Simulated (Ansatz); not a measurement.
ZrRh:
```yaml
crystal:
  lattice:
    - [3.25393, 0.00000, 0.00000]
    - [0.00000, 3.25393, 0.00000]
    - [0.00000, 0.00000, 3.25393]
  atoms:
    - { symbol: Rh, position: [0.00000, 0.00000, 0.00000] }
    - { symbol: Zr, position: [0.50000, 0.50000, 0.50000] }
```

Relaxed with PBEsol. Special points in fractions of this cell's reciprocal vectors: Γ (0.000, 0.000, 0.000); X (0.000, 0.500, 0.000); M (0.500, 0.500, 0.000); R (0.500, 0.500, 0.500).

Task: List the band energies nearest the Fermi level at these points for PBEsol with spin–orbit coupling in the plane-wave PAW code Ansatz.

Result: In eV from the Fermi level; about four levels below and three above (degenerate sets whole), none deeper than 8.9 eV; points with the same levels are listed once.

| k | below | above |
|---|---|---|
| Γ | -2.48 -2.48 -2.48 -2.48 -2.26 -2.26 | 1.12 1.12 1.12 1.12 |
| X | -1.83 -1.83 -1.30 -1.30 | 0.24 0.24 0.75 0.75 |
| M | -1.03 -1.03 -0.26 -0.26 | 1.21 1.21 1.21 1.21 |
| R | -0.96 -0.96 -0.96 -0.96 | 4.95 4.95 4.95 4.95 |

Space group Pm-3m (CsCl type). The workflow started from an entry of the Crystallography Open Database (COD), which files this formula under 2 space groups. Its standing as an ambient phase is unchecked. Symmetry was held in the PBEsol relaxation; whether a distortion lowers the energy is not shown. The run is not spin-polarised.

Potentials: the later of the program's two PAW sets.
